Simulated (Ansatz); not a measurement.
Mo3Os:
```yaml
crystal:
  lattice:
    - [4.96876, 0.00000, 0.00000]
    - [0.00000, 4.96876, 0.00000]
    - [0.00000, 0.00000, 4.96876]
  atoms:
    - { symbol: Mo, position: [0.25000, 0.00000, 0.50000] }
    - { symbol: Mo, position: [0.75000, 0.00000, 0.50000] }
    - { symbol: Mo, position: [0.50000, 0.75000, 0.00000] }
    - { symbol: Mo, position: [0.50000, 0.25000, 0.00000] }
    - { symbol: Mo, position: [0.00000, 0.50000, 0.75000] }
    - { symbol: Mo, position: [0.00000, 0.50000, 0.25000] }
    - { symbol: Os, position: [0.00000, 0.00000, 0.00000] }
    - { symbol: Os, position: [0.50000, 0.50000, 0.50000] }
```

Relaxed with r²SCAN. Special points in fractions of this cell's reciprocal vectors: Γ (0.000, 0.000, 0.000); X (0.000, 0.500, 0.000); M (0.500, 0.500, 0.000); R (0.500, 0.500, 0.500).

Question: List the band energies nearest the Fermi level at these points for r²SCAN in the plane-wave PAW code Ansatz.

Answer: In eV from the Fermi level; about four levels below and three above (degenerate sets whole), none deeper than 8.9 eV; points with the same levels are listed once.

```json
[
 {"k": "Γ", "below": "-2.21 -2.21 -2.21 -1.59 -1.59 -1.59", "above": "0.52 0.52 0.59 0.59 0.59"},
 {"k": "X", "below": "-0.17 -0.17 -0.09 -0.09", "above": "0.13 0.13 1.56 1.56"},
 {"k": "M", "below": "-1.21 -1.21 -0.46 -0.46 -0.11", "above": "0.20 0.74 0.81"},
 {"k": "R", "below": "-1.44 -1.44 -1.44 -1.44 -1.44 -1.44", "above": "0.56 0.56 0.56 0.56 0.56 0.56"}
]
```

Space group Pm-3n (A15 (Cr3Si type)). The workflow started from a Materials Project entry (that database holds measured and hypothetical structures alike); the Crystallography Open Database files this formula in space group No. 223, but the cells were not matched. Whether it is the stable phase at ambient conditions was not checked. Symmetry was held in the r²SCAN relaxation; whether a distortion lowers the energy is not shown. The run is not spin-polarised. Scalar-relativistic: spin–orbit coupling is off unless named, which matters more the heavier the elements.

Potentials: the later of the program's two PAW sets.
